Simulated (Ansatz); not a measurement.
TiSi:
```
CELL_PARAMETERS angstrom
      6.45370     0.00000     0.00000
      0.00000     3.62084     0.00000
      0.00000     0.00000     4.96413
ATOMIC_POSITIONS crystal
  Ti 0.67604 0.25000 0.37068
  Ti 0.32396 0.75000 0.62932
  Ti 0.82396 0.75000 0.87068
  Ti 0.17604 0.25000 0.12932
  Si 0.54422 0.25000 0.85353
  Si 0.45578 0.75000 0.14647
  Si 0.95578 0.75000 0.35353
  Si 0.04422 0.25000 0.64647
```

Relaxed with PBEsol. Special points in fractions of this cell's reciprocal vectors: Γ (0.000, 0.000, 0.000); X (0.500, 0.000, 0.000); S (0.500, 0.500, 0.000); Y (0.000, 0.500, 0.000); Z (0.000, 0.000, 0.500); U (0.500, 0.000, 0.500); R (0.500, 0.500, 0.500); T (0.000, 0.500, 0.500).

Task: List the band energies nearest the Fermi level at these points for the program Ansatz at the PBEsol level (PAW).

Result: In eV from the Fermi level; about four levels below and three above (degenerate sets whole), none deeper than 8.9 eV; points with the same levels are listed once.

```json
[
 {"k": "Γ", "below": "-0.71 -0.50 -0.35 -0.21", "above": "0.33 0.59 0.65"},
 {"k": "X", "below": "-0.76 -0.76 -0.47 -0.47", "above": "0.39 0.39 0.63 0.63"},
 {"k": "S", "below": "-1.71 -1.71 -1.71 -1.71", "above": "1.73 1.73 1.73 1.73"},
 {"k": "Y", "below": "-1.64 -1.64 -1.64 -1.64", "above": "1.48 1.48 1.81 1.81"},
 {"k": "Z", "below": "-0.88 -0.88 -0.26 -0.26", "above": "0.44 0.44 0.76 0.76"},
 {"k": "U", "below": "-0.94 -0.94 -0.68 -0.68", "above": "0.42 0.42 0.74 0.74"},
 {"k": "R", "below": "-1.36 -1.36 -1.36 -1.36", "above": "1.31 1.31 1.31 1.31"},
 {"k": "T", "below": "-0.45 -0.45 -0.03 -0.03", "above": "0.76 0.76 1.77 1.77"}
]
```

Space group Pnma. The workflow started from a Materials Project entry (that database holds measured and hypothetical structures alike); the Crystallography Open Database copy checked does not list it. COD files the formula under space group No. 25. Whether it is the stable phase at ambient conditions was not checked. Symmetry was held in the PBEsol relaxation; whether a distortion lowers the energy is not shown. No spin polarisation was allowed.

Potentials: the earlier of the program's two PAW sets. The files were generated under PBE; for other functionals the program regenerates the frozen cores, and for LDA and PBEsol the local potential too.
